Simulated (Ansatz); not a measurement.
As (A7 (α-As type), R-3m) at seven volumes, LDA (plane waves, PAW; program Ansatz), shape and atoms relaxed at each. One row is withheld.

```json
[
 {"V (Å³/atom)": "18.545", "P (GPa)": "7.01"},
 {"V (Å³/atom)": "19.156", "P (GPa)": "?"},
 {"V (Å³/atom)": "19.768", "P (GPa)": "1.92"},
 {"V (Å³/atom)": "20.379", "P (GPa)": "-0.01"},
 {"V (Å³/atom)": "20.990", "P (GPa)": "-1.52"},
 {"V (Å³/atom)": "21.602", "P (GPa)": "-2.69"},
 {"V (Å³/atom)": "22.213", "P (GPa)": "-3.58"}
]
```

Q: Fit the shown pressures and predict the withheld one.

A: P = (3/2)B₀(x^(7/2) − x^(5/2))[1 + (3/4)(B′ − 4)(x − 1)] with x = (V₀/V)^(2/3). Least squares on the six rows gives V₀ = 20.382 Å³/atom, B₀ = 55.3 GPa, B′ = 6.34. At V = 19.156, x = 1.0422 and P = 4.17 GPa. The run itself gave 4.26 GPa.

The LDA relaxation kept the symmetry of its start.

Potentials: the later of the program's two PAW sets.
